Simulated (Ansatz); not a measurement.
TePt:
```
CELL_PARAMETERS angstrom
      1.96870    -5.26373     0.00000
      1.96870     5.26373     0.00000
      0.00000     0.00000     3.89108
ATOMIC_POSITIONS crystal
  Te 0.64360 0.35640 0.25000
  Pt 0.89849 0.10151 0.25000
  Te 0.35640 0.64360 0.75000
  Pt 0.10151 0.89849 0.75000
```

Relaxed with PBEsol. Special points in fractions of this cell's reciprocal vectors: Γ (0.000, 0.000, 0.000); Y (-0.500, 0.500, 0.000); C0 (-0.285, 0.715, 0.000); Σ0 (0.285, 0.285, 0.000); Z (0.000, 0.000, 0.500); A0 (0.285, 0.285, 0.500); E0 (-0.285, 0.715, 0.500); T (-0.500, 0.500, 0.500); S (0.000, 0.500, 0.000); R (0.000, 0.500, 0.500).

Question: List the band energies nearest the Fermi level at these points for plane-wave PAW PBEsol (Ansatz code).

Answer: In eV from the Fermi level; about four levels below and three above (degenerate sets whole), none deeper than 8.9 eV; points with the same levels are listed once.

```csv
k,below,above
Γ,-2.15 -1.85 -1.58 -1.27,0.05 0.07 1.13
Y,-1.48 -0.75 -0.29 -0.01,0.28 2.22 4.56
C0,-2.72 -2.41 -2.30 -2.07,0.07 1.98 2.12
Z,-2.56 -2.56 -2.53 -2.53,0.03 0.03 2.31 2.31
A0,-1.72 -1.72 -0.31 -0.31,2.58 2.58 6.97 6.97
T,-3.02 -3.02 -1.78 -1.78,1.95 1.95 2.04 2.04
S,-2.36 -2.35 -2.02 -0.64,0.87 2.05 2.16
R,-1.95 -1.95 -0.73 -0.73,2.51 2.51 6.11 6.11
```

Space group Cmcm. The start of the workflow was typed in or built on a structure type; neither database checked (COD, Materials Project) lists it. COD files the formula under space group No. 166, 194. Whether it is the stable phase at ambient conditions was not checked. The cell was relaxed with PBEsol under the symmetry of its start; its stability against distortions is not shown here. No spin polarisation was allowed. Scalar-relativistic: spin–orbit coupling is off unless named, which matters more the heavier the elements.

Potentials: the later of the program's two PAW sets.
